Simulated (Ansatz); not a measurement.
Relaxed-ion elastic tensor of Al3Ni2 (La2O3 or Ni2Al3 type, P-3m1) in GPa (Voigt order), plane-wave PAW PBEsol (Ansatz code); density 4.88 g/cm³, 13.49 Å³ per atom.

```
 259  90.2  69.1  -0.7   0.0   0.0
90.2   259  69.1   0.7   0.0   0.0
69.1  69.1   310   0.0   0.0   0.0
-0.7   0.7   0.0  94.4   0.0   0.0
 0.0   0.0   0.0   0.0  94.4  -0.7
 0.0   0.0   0.0   0.0  -0.7  84.3
```

Task: Is the crystal mechanically stable?

Result: Yes: the smallest eigenvalue of C is 84.2 GPa.

Task: Work out the Voigt, Reuss and Hill averages.

Result: K_V = 143, K_R = 142, K_H = 143; G_V = 94.6, G_R = 93.3, G_H = 94.0 GPa.

Task: Give Young's modulus, Poisson's ratio, Pugh's ratio and the universal anisotropy index.

Result: E = 9KG/(3K + G) = 231 GPa; ν = 0.23; K/G = 1.52 (brittle by the Pugh limit of 1.75); A_U = 5G_V/G_R + K_V/K_R − 6 = 0.07.

Task: Estimate the sound speeds and the Debye temperature.

Result: v_l = √((K + 4G/3)/ρ) = 7410 m/s, v_t = √(G/ρ) = 4390 m/s, mean 4860 m/s; Θ = (h/k)(3n/4πV)^(1/3) v_m = 608 K.

Task: How much does each axis shrink under pressure?

Result: Linear compressibilities β_i = Σ_j S_ij (j = 1 to 3): x 2.4, y 2.4, z 2.1 per TPa.

The first step of the workflow began from a Materials Project structure, measured or hypothetical; the Crystallography Open Database copy checked does not list it. Whether it is the stable phase at ambient conditions was not checked. The cell was relaxed with PBEsol under the symmetry of its start; of distortions, only those at the zone centre were tested. No spin polarisation was allowed. As this level gives no gap, shear constants depend on the k-mesh and smearing (Fermi–Dirac, 0.1 eV here). On the denser mesh and wider smearing of the elastic run this cell carries a stress of 0.4 GPa.

Potentials: the later of the program's two PAW sets.
